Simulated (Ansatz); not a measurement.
# Mg₂C₃: pressure against volume

Mg₂C₃, C2/m, a = 4.797 Å, b = 4.655 Å, c = 4.978 Å, β = 104.0°. The structure is a COD entry; whether it is the stable form wasn't checked. Ansatz: PBEsol, PAW, 420 eV, Γ-centred 8×8×6 mesh on 5 atoms, Gaussian smearing 0.02 eV; no spin polarisation. Shape and atoms are relaxed at each volume; pressure is positive in compression.

| V (Å³/atom) | P (GPa) |
| --- | --- |
| 9.491 | 18.57 |
| 9.814 | 12.78 |
| 10.138 | 7.84 |
| 10.462 | 3.61 |
| 10.785 | 0.00 |
| 11.109 | -3.11 |
| 11.432 | ? |
| 11.864 | -8.63 |

Problem. Take V0 = 10.785 Å³/atom, fit the third-order Birch–Murnaghan form to the other rows, and predict the missing pressure.

Solution. With the Eulerian strain f = ½[(V0/V)^(2/3) − 1] and y = P/[3f(1 + 2f)^(5/2)], the form is the line y = B0 + 1.5 B0 (B0′ − 4) f. Rows (f, y): 0.04447, 112.5; 0.03246, 112.1; 0.02105, 112.0; 0.01024, 111.7; -0.00977, 111.5; -0.03079, 109.5. Means f = 0.01128, y = 111.55; Σ(Δf)² = 0.003860, ΣΔfΔy = 0.1347; the slope is their ratio. y = 111.2 + 34.90 f GPa, so B0 = 111.2 GPa and B0′ = 4 + 2 × (34.90)/(3 × 111.2) = 4.21. At V = 11.432, f = -0.01905, y = 110.54 and P = -5.73 GPa. The run gave -5.74 GPa, so the fit is 0.01 GPa too high, within the rms miss on the fitted rows (0.03 GPa).

Cost: 8 runs of about 9.9 core-minutes in all, on Arm Neoverse N1 (shared hosts).